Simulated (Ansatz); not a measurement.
NiPt, in the lowest of the structures calculated here: P4/mmm (No. 123), tP2; a = 2.682 Å, b = 2.682 Å, c = 3.571 Å, α = 90.00°, β = 90.00°, γ = 90.00°; Ni 1d (0.500, 0.500, 0.500); Pt 1a (0.000, 0.000, 0.000). All values below come from PBEsol (plane waves to 420 eV, PAW, scalar-relativistic; Ansatz, a quantum-chemistry and plane-wave program). Element references, the lowest calculated here: Pt (Fm-3m), Ni (Fm-3m, ferromagnetic).

Task: What formation energy of this P4/mmm form of NiPt from the elements does PBEsol give?

Result: -0.08 eV/atom.

Static energies, no anion corrections, no zero-point energy. Values are rounded to 0.01 eV/atom. Spin-orbit coupling is missing from these energies, which matters for elements this heavy. Spin state reached: ferromagnetic (net 0.49 μB/atom); other spin orders were not run from this start.
